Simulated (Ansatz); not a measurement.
Values for one crystal, relaxed and computed with LDA (plane waves, PAW; program Ansatz); other levels are named.

* **Volume per atom**: 13.23 Å³
* **Electronic character**: metallic (no gap)
* **Young's modulus**: 459 GPa
* **Hill bulk and shear moduli**: 317 and 182 GPa
* **Pressure derivative B′**: 5.1
* **Debye temperature from the elastic constants**: 525 K
* **Poisson's ratio**: 0.26

Q: Pick the material that matches.
A) W, fcc (Cu type)
B) Ga, α-Ga
C) Rh, fcc (Cu type)
D) Pt, fcc (Cu type)

A: C, Rh, fcc (Cu type)

Space group Fm-3m (fcc (Cu type)). Symmetry was held in the LDA relaxation. No spin polarisation was allowed. As this level gives no gap, shear constants depend on the k-mesh and smearing (Fermi–Dirac, 0.1 eV here). On the denser mesh and wider smearing of the elastic run this cell carries a stress of 0.4 GPa. Spin–orbit coupling is left out wherever it is not named.

Potentials: the earlier of the program's two PAW sets. The files were generated under PBE; for other functionals the program regenerates the frozen cores, and for LDA and PBEsol the local potential too.
